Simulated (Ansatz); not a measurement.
Space group Cmcm (No. 63). a = 3.872 Å, b = 10.261 Å, c = 10.296 Å, α = 90.00°, β = 90.00°, γ = 90.00°
| atom | site | symmetry | x | y | z |
| --- | --- | --- | --- | --- | --- |
| Ta | 4c | m2m | 0.0000 | 0.1967 | 0.7500 |
| Ta | 8f | m.. | 0.0000 | 0.1334 | 0.0600 |
| N | 4c | m2m | 0.5000 | 0.2630 | 0.7500 |
| N | 8f | m.. | 0.0000 | 0.0470 | 0.6188 |
| N | 8f | m.. | 0.0000 | 0.3079 | 0.5741 |

Equation of state of this Ta₃N₅ structure (not necessarily the ground state), with shape and atoms relaxed at each volume where symmetry leaves them free. Method: Ansatz 0.2.0, DFT r2SCAN, scalar-relativistic, plane waves, PAW.

Cutoff 500 eV; k points 8×8×4 on the computed 16-atom cell (Γ-centred); Gaussian smearing, width 0.02 eV; no spin polarisation.

| V (Å³/atom) | E − E(largest V) (meV/atom) | P (GPa) | gap on mesh (eV) |
| --- | --- | --- | --- |
| 11.251 | 151.36 | 42.92 | 1.53 |
| 11.634 | 64.89 | 29.66 | 1.56 |
| 12.018 | 7.92 | 18.23 | 1.58 |
| 12.401 | -23.65 | 8.41 | 1.60 |
| 12.785 | -33.45 | 0.00 | 1.61 |
| 13.168 | -24.62 | -7.17 | 1.62 |
| 13.552 | 0.00 | -13.22 | 1.63 |

**Question.** Fit a third-order Birch–Murnaghan equation to E(V).

**Answer.** V0 = 12.79 Å³/atom, B0 = 258 GPa, B0' = 4.1.

Spin-orbit coupling is left out, which matters for the bands of heavy elements.

The gaps are read on the mesh, which can miss the band edges, so they can be too wide.

Cost: 7 runs of about 2.1 core-hours in all, on Intel Xeon Processor @ 2.70GHz (shared hosts).